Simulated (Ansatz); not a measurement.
Molecular dynamics on a 2×2×2 supercell (16 atoms) of Si (diamond), relaxed with r2SCAN. Forces come from PBE in the plane-wave code Ansatz: constant energy and volume (NVE), velocities drawn at 1000 K, steps of 1 fs. Classical nuclei, no spin polarisation; a few dozen steps show the first response, not equilibrium.

```yaml
crystal:
  lattice:
    - [0.0, 5.4442377923, 5.4442377923]
    - [5.4442377923, 0.0, 5.4442377923]
    - [5.4442377923, 5.4442377923, 0.0]
  atoms:
    - { symbol: Si, position: [0.0, 0.0, 0.0] }
    - { symbol: Si, position: [0.125, 0.125, 0.125] }
    - { symbol: Si, position: [0.0, 0.0, 0.5] }
    - { symbol: Si, position: [0.125, 0.125, 0.625] }
    - { symbol: Si, position: [0.0, 0.5, 0.0] }
    - { symbol: Si, position: [0.125, 0.625, 0.125] }
    - { symbol: Si, position: [0.0, 0.5, 0.5] }
    - { symbol: Si, position: [0.125, 0.625, 0.625] }
    - { symbol: Si, position: [0.5, 0.0, 0.0] }
    - { symbol: Si, position: [0.625, 0.125, 0.125] }
    - { symbol: Si, position: [0.5, 0.0, 0.5] }
    - { symbol: Si, position: [0.625, 0.125, 0.625] }
    - { symbol: Si, position: [0.5, 0.5, 0.0] }
    - { symbol: Si, position: [0.625, 0.625, 0.125] }
    - { symbol: Si, position: [0.5, 0.5, 0.5] }
    - { symbol: Si, position: [0.625, 0.625, 0.625] }
kpoints:
  mp_grid: { grid: [2, 2, 2] }
hamiltonian:
  xc: pbe
scf:
  occupations: { method: fermi_dirac, width: 0.086 }
md:
  ensemble: nve
  temperature: 1000
  timestep: 1.0
  n_steps: 20
  initial_velocities: maxwell_boltzmann
  seed: 2942
```

Run as `ansatz run input.yaml --threads 4 --pin off --max-ram 3686MiB --backend cpu --events-out ev --progress --plain --runs-dir out`. It took 26 s on 4 threads of Arm Neoverse V2 (shared host), load about 0.9 per core; peak host memory 0.83 GiB.

```csv
step,t (fs),T (K),free energy F from step 0 (meV/atom),kinetic energy (meV/atom),largest force (eV/Å)
0,0,1000,0.0,121.2,0.00
1,1,994,0.7,120.5,0.27
2,2,978,2.7,118.5,0.54
3,3,951,5.9,115.3,0.82
4,4,915,10.4,110.8,1.09
5,5,869,15.9,105.4,1.36
6,6,817,22.2,99.0,1.63
7,7,758,29.3,91.9,1.88
8,8,696,36.9,84.3,2.12
9,9,631,44.8,76.4,2.35
10,10,565,52.8,68.4,2.56
11,11,500,60.7,60.6,2.75
12,12,438,68.2,53.1,2.91
13,13,381,75.1,46.2,3.05
14,14,330,81.3,40.0,3.16
15,15,286,86.7,34.7,3.24
16,16,250,91.0,30.3,3.29
17,17,224,94.3,27.1,3.31
18,18,206,96.4,25.0,3.30
19,19,198,97.3,24.0,3.26
20,20,200,97.1,24.2,3.19
```

The temperature starts at 1000 K, is lowest at step 19 (198 K, 19 fs) and ends at 200 K. The atoms start on their lattice sites with kinetic energy alone, so much of it first passes into potential energy. The conserved energy stays within 0.16 meV an atom. By the last step the atoms have moved 0.13 Å in the root mean square, the drift of the whole cell taken out, 0.21 Å at most.

Positions (Å) and forces (eV/Å) at step 20:
```
Si  -0.067  -0.022   0.088     0.481   1.237  -2.897
Si   1.195   1.339   1.343     2.443   0.100   0.199
Si   2.646   2.796  -0.085     0.723  -0.895   1.318
Si   4.116   4.207   1.367    -1.273  -2.459  -0.170
Si   2.728  -0.159   2.716    -0.246   1.753  -0.480
Si   4.020   1.406   3.998     0.613  -0.295   0.105
Si   5.541   2.814   2.612    -1.115  -0.988   0.804
Si   6.732   4.132   4.086     0.384  -0.219  -0.330
Si   0.048   2.690   2.762    -0.373   0.906  -0.288
Si   1.365   4.186   4.009    -0.392  -1.046   1.525
Si   2.763   5.417   2.705     1.546   0.458   1.832
Si   4.226   6.827   4.162    -1.637   0.051  -0.229
Si   2.686   2.685   5.471    -0.391  -0.092  -0.640
Si   4.086   4.027   6.755     0.256  -0.363   0.491
Si   5.496   5.438   5.509    -0.428  -0.091   0.335
Si   6.860   6.660   6.943    -0.591   1.942  -1.575
```
